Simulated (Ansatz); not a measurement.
Quadrupolar parameters in Ca3MgSi2O8

The cell is a refined structure from the COD whose atoms were relaxed with PBE, the cell held.

Space group C2/c (No. 15); a = 9.3440, b = 5.3080, c = 13.2900 Å, β = 92.07°.

| site | Wyckoff | site symmetry | x | y | z |
| --- | --- | --- | --- | --- | --- |
| Ca1 | 8f | 1 | 0.6751 | 0.9809 | 0.5880 |
| Ca5 | 4e | 2 | 0.5000 | 0.4208 | 0.7500 |
| Mg | 4a | -1 | 0.0000 | 0.0000 | 0.0000 |
| Si | 8f | 1 | 0.6512 | 0.9786 | 0.8624 |
| O13 | 8f | 1 | 0.5742 | 0.7029 | 0.8741 |
| O17 | 8f | 1 | 0.8043 | 0.9762 | 0.9276 |
| O21 | 8f | 1 | 0.5535 | 0.1836 | 0.9240 |
| O25 | 8f | 1 | 0.6676 | 0.0886 | 0.7500 |

One atom of each set is listed; the run and its k-mesh use a cell of 28 atoms with edges of 5.37, 5.37, 13.29 Å.

All values are calculated (Ansatz; DFT, PBE, plane waves and PAW, scalar-relativistic, 420 eV cutoff, Γ-centred 5×5×2 k-points, Fermi–Dirac smearing 0.02 eV), not measured.

Conventions: |V_zz| ≥ |V_yy| ≥ |V_xx|, η = (V_xx − V_yy)/V_zz, C_Q = eQV_zz/h.

43Ca: I = 7/2, Q = -40.80 mb; ²⁵Mg: I = 5/2, Q = 199.4 mb; ¹⁷O: I = 5/2, Q = -25.58 mb. Quadrupole moments are those of Pyykkö's year-2017 table.

Problem. Which values are expected at the nuclei?

Solution. 

```
site  atoms                                                               first shell  V_zz (10²¹ V/m²)     η  C_Q (MHz)
 Ca1      4                                    8 O at 2.23–2.82 Å; also 1 O at 3.00 Å             -3.99  0.53       3.94
 Ca5      2                                    6 O at 2.32–2.66 Å; also 2 O at 3.05 Å              4.31  0.44      -4.26
  Mg      2                                                        6 O at 2.03–2.13 Å              0.80  0.66       3.85
  Si      4                                                        4 O at 1.62–1.66 Å             -2.22  0.73          –
 O13      4  1 Si at 1.64 Å, 1 Mg at 2.13 Å, 1 Ca at 2.32 Å; also 2 Ca at 2.65–2.82 Å              4.28  0.35      -2.65
 O17      4      1 Si at 1.65 Å, 1 Mg at 2.04 Å, angle 175°; also 4 Ca at 2.50–3.05 Å              4.06  0.28      -2.51
 O21      4      1 Si at 1.66 Å, 1 Mg at 2.03 Å, angle 160°; also 4 Ca at 2.39–3.00 Å              4.03  0.12      -2.49
 O25      4             1 Si at 1.62 Å, 2 Ca at 2.23–2.36 Å; also 2 Ca at 3.23–3.30 Å              4.31  0.06      -2.67
```

At O13 and O25 V_zz points along its shortest bond, to Si (within 9°) in each case. At Ca1 V_zz points along its shortest bond, to O (within 7°). At O17 V_zz points along the shorter of its two bonds, to Si (within 10°).

Si has no stable isotope with a ground-state quadrupole moment in the table, so no C_Q is given.

The relaxation (7 steps) took 3.9 min of wall time (3.9 min of CPU time) and 0.96 GiB at its peak, on 1 thread of Arm Neoverse V2 (aarch64; 8 cores open to the job, memory cap 3.0 GiB, no GPU), a shared host with a load of 0.6 a core.
